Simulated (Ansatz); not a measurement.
The structure comes from a relaxation in the same program, started in the rocksalt type, and has space group Fm-3m. Whether it is a known phase or the ground state wasn't checked.

BiAs: DFT, PBE, PAW with Ansatz's default frozen-core files, scalar-relativistic (Ansatz 0.2.0).

```yaml
crystal:
  lattice:
    - [0.0, 3.0165143172, 3.0165143172]
    - [3.0165143172, 0.0, 3.0165143172]
    - [3.0165143172, 3.0165143172, 0.0]
  atoms:
    - { symbol: As, position: [0.0, 0.0, 0.0] }
    - { symbol: Bi, position: [0.5, 0.5, 0.5] }
kpoints:
  mp_grid: { grid: [11, 11, 11] }
  band_path:
    path:
      - [0.0, 0.0, 0.0]
      - [0.5, 0.0, 0.5]
      - [0.625, 0.25, 0.625]
      - [0.375, 0.375, 0.75]
      - [0.0, 0.0, 0.0]
      - [0.5, 0.5, 0.5]
      - [0.5, 0.25, 0.75]
      - [0.5, 0.0, 0.5]
    npoints: 8
scf:
  occupations: { method: fermi_dirac, width: 0.03 }
hamiltonian:
  xc: pbe
  pseudopotentials: { kind: paw }
output:
  forces: true
  stress: true
  eigenvalues: true
  efg: { contact_densities: true }
  populations: true
  bader: true
  dos: { projected: true, de: 0.2, e_range: [-14, 8] }
```

Output:

```
Bi: output.efg is read without spin–orbit coupling, which moves field gradients at and beside such atoms by some per cent and up to a factor of two; PAW files take it under magnetization.noncollinear and magnetization.spin_orbit
Engine: ansatz 0.2.0
Pseudopotentials: kind: paw
Pseudopotential: As, paw, valence charge 15, recommended cutoff 420 eV (normal)
Pseudopotential: Bi, paw, valence charge 15, recommended cutoff 420 eV (normal)
Functional definition: PBE
  parameter kappa = 0.804
  parameter beta = 0.06672455060314922
  exchange = pbe_x(kappa = kappa, mu = beta*pi^2/3)
  correlation = pbe_c(beta = beta)
Crystal: 2 atoms, lattice volume = 54.897 Å³
Basis set: ecut = 420 eV, 1067 PW (Γ), exchange–correlation on 60×60×60 points (8 copies of the dense FFT grid, shifted against one another)
Bands: 19, of which v1, the nominal top of the filled ones, is band 15 counted from 1 (14 counted from 0)
Symmetry: 48 space group operations
Space group: Fm-3m (ITA 225), of the structure as read, at distance tolerance 3.8e-5 Å
k-points: 56 of 1331
Non-local potential: As, projectors of the file, l = 0: 2, l = 1: 2, l = 2: 3, l = 3: 1
Non-local potential: Bi, projectors of the file, l = 0: 2, l = 1: 2, l = 2: 2, l = 3: 2
PAW form: soft (Blöchl's): semilocal exchange-correlation on the pseudo side does not see the compensation charge
PAW one-centre angular grid: As, 590 points (default); XC on 64 Gauss nodes
PAW one-centre angular grid: Bi, 590 points (default); XC on 64 Gauss nodes
Initial density: superposition of atomic densities (neutral atoms: chi_scale 0, normalization atom), corrected by the library's trained network
Initial wavefunctions: pseudopotential atomic-orbital guess
Functional: x = pbe(κ = 0.804, μ = 0.2195149727645171), c = pbe(β = 0.06672455060314922)
SCF iter   1: F=—  HF=-17252.652874 eV  |F-HF|=—  |Δ(HF+E_count)|=         —  Δρ=1.81e-3  dr2=2.92e-3  ethr=1.77e-3  ⟨swp⟩=6.2  Hψ=5045  notcnv=0
preconditioner: auto → none  [insulator: Δε(μ)=0.142 eV  Ē_g=9.349 eV  σ=0.030 eV  W_gap=0.83  n_scr=14 (ndim 8)  ℏωp=15.8 eV  f_vac=0.001  D(μ)=0.09/eV (n_scr^D=0)  ε∞_Penn≈3.9]
SCF iter   2: F=—  HF=-17252.651401 eV  |F-HF|=—  |Δ(HF+E_count)|=   1.47e-3  Δρ=9.39e-4  dr2=8.79e-4  ethr=9.73e-6  ⟨swp⟩=2.1  Hψ=2082  notcnv=0
SCF iter   3: F=—  HF=-17252.651250 eV  |F-HF|=—  |Δ(HF+E_count)|=   1.51e-4  Δρ=3.60e-4  dr2=7.28e-5  ethr=2.93e-6  ⟨swp⟩=3.0  Hψ=1918  notcnv=0
SCF iter   4: F=—  HF=-17252.651234 eV  |F-HF|=—  |Δ(HF+E_count)|=   1.63e-5  Δρ=1.20e-4  dr2=4.15e-6  ethr=2.43e-7  ⟨swp⟩=2.0  Hψ=1899  notcnv=0
SCF iter   5: F=—  HF=-17252.651235 eV  |F-HF|=—  |Δ(HF+E_count)|=   1.56e-6  Δρ=2.85e-5  dr2=1.65e-7  ethr=1.38e-8  ⟨swp⟩=2.0  Hψ=1624  notcnv=0
SCF iter   6: F=-17252.651236 eV  HF=-17252.651236 eV  |F-HF|=5.33e-8  |Δ(HF+E_count)|=   6.30e-7  Δρ=9.76e-6  dr2=4.20e-8  ethr=3.33e-10  ⟨swp⟩=6.0  Hψ=5158  notcnv=0
SCF 1 converged in 6 iterations: F = -17252.651236 eV  dr2 = 4.20e-8
  greatest PAW one-centre occupation: 0.999 electrons in one spin orbital (limit 2), on the As atom at site 0 (counted from 0), in its partial waves of l = 2
NSCF: frozen V_eff on 57 k-points
SCF converged after 6 iterations
Free energy (F): -17252.651236 eV
Harris-Foulkes:  -17252.651236 eV  (|F-HF|=5.33e-8)
Internal energy: -17252.650850 eV  (E = F + TS)
E sigma→0 (E₀):  -17252.651043 eV
Entropy (-TS):   -0.000385 eV (-0.193 meV/atom)
Fermi energy:    10.474163 eV
--- Per-component energies (eV) ---
  E_band       = -328.508148
  E_kinetic    = 403.749718
  E_local      = -3195.853173  (includes V_loc(G=0)·N_el)
  E_nonlocal   = -109.967737
  E_hartree    = 1425.130356
  E_xc         = -230.519739
  E_vxc        = -223.410984  (∫ρ·V_xc dr)
  E_paw        = -12497.759419  (= ΣΔE_a)
  E_vpaw       = -53.297361  (= ΣTr[D̂ρ^β])
  E_aug_tail   = -0.000430  (compensation charges beyond the density's cutoff)
  E_ewald      = -3047.430426
  E_smearing   = -0.000385  (= −TS)
  E_closure    = 0.000000  (closes the sum)
  Σ components = -17252.651236   (vs F -17252.651236, Δ=0.00e0)
--- Forces (eV/Å), atoms counted from 1 ---
  atom   1  As    -0.00000000     0.00000000     0.00000000
  atom   2  Bi     0.00000000    -0.00000000    -0.00000000
  max |Σ_I F_I| component: 1.50e-28 eV/Å
--- Stress (GPa, compression-positive) ---
        0.002513       0.000000       0.000000
        0.000000       0.002513      -0.000000
       -0.000000       0.000000       0.002513
  P = ⅓ Tr σ = 0.0025 GPa (0.025 kbar)
--- PAW observables at the nuclei: V_zz in 10²¹ V/m², potentials from the cell's mean, atoms counted from 1 ---
  atom   1  As V_zz =    -0.000000   η = 0.0000   by run symmetry: forbidden
            electrostatic potential = -4517.919493 V   contact ρ = 235515.022985 e/Å³
  atom   2  Bi V_zz =    +0.000000   η = 0.0000   by run symmetry: forbidden
            electrostatic potential = -17830.054267 V   contact ρ = 17906511.974844 e/Å³
--- Band table (eV; the first three rows and the last of 56) ---
  k-point 0: bands = ["-24.9324", "-24.9324", "-24.9276", "-24.9276", "-24.9276", "-12.6435", "-12.6435", "-12.6435", "-12.6419", "-12.6419", "-3.1997", "3.8751", "8.8695", "8.8695", "8.8695", "14.0696", "14.0696", "14.0696", "16.2136"]
  k-point 1: bands = ["-24.9324", "-24.9324", "-24.9275", "-24.9275", "-24.9275", "-12.6433", "-12.6433", "-12.6432", "-12.6416", "-12.6416", "-3.1087", "3.5945", "8.8945", "8.8945", "8.9940", "13.6006", "13.6829", "13.6829", "16.0358"]
  k-point 2: bands = ["-24.9323", "-24.9323", "-24.9275", "-24.9274", "-24.9274", "-12.6453", "-12.6453", "-12.6425", "-12.6382", "-12.6382", "-2.8374", "2.8738", "8.9774", "8.9774", "9.2623", "12.7024", "12.8603", "12.8603", "16.0339"]
  k-point 55: bands = ["-24.9325", "-24.9320", "-24.9273", "-24.9272", "-24.9268", "-12.6605", "-12.6410", "-12.6379", "-12.6341", "-12.6208", "-0.2745", "0.2525", "5.6067", "6.0170", "9.9542", "11.3316", "15.4516", "16.0257", "16.7604"]
--- Löwdin populations: 2 sites ---
  site symbol       q [e]
     0     As     15.4005
     1     Bi     14.5351
  spilling = 0.002145 (of n_electrons = 30.000000)
--- Bader charges: 2 sites ---
  site symbol  charge [e]  shift [e]
     0     As     -0.6296     0.0000
     1     Bi      0.6296     0.0000
  estimated error of the sums over rays = 1.5e-4 e
```

populations.tsv:

```
# site	symbol	l	j	q
# orbitals = lowdin
# n_electrons = 30.000000
# spilling = 0.002145
0	As	0_4S	-	1.809625
0	As	1_4P	-	3.591543
0	As	2_3D	-	9.999348
1	Bi	0_6S	-	1.913575
1	Bi	1_6P	-	2.624044
1	Bi	2_5D	-	9.997521
```

bader_charges.tsv:

```
# site	symbol	x_ang	y_ang	z_ang	partial_charge_e	electrons	volume_ang3	relative_density_drop	shared_charge_e	partial_wave_shift_e
# quadrature_error_electrons = 1.5e-4
0	As	0.0000	0.0000	0.0000	-0.62959	33.62959	27.53	-	-0.62959	0.00000
1	Bi	3.0165	3.0165	3.0165	0.62959	82.37041	27.37	-	0.62959	0.00000
```
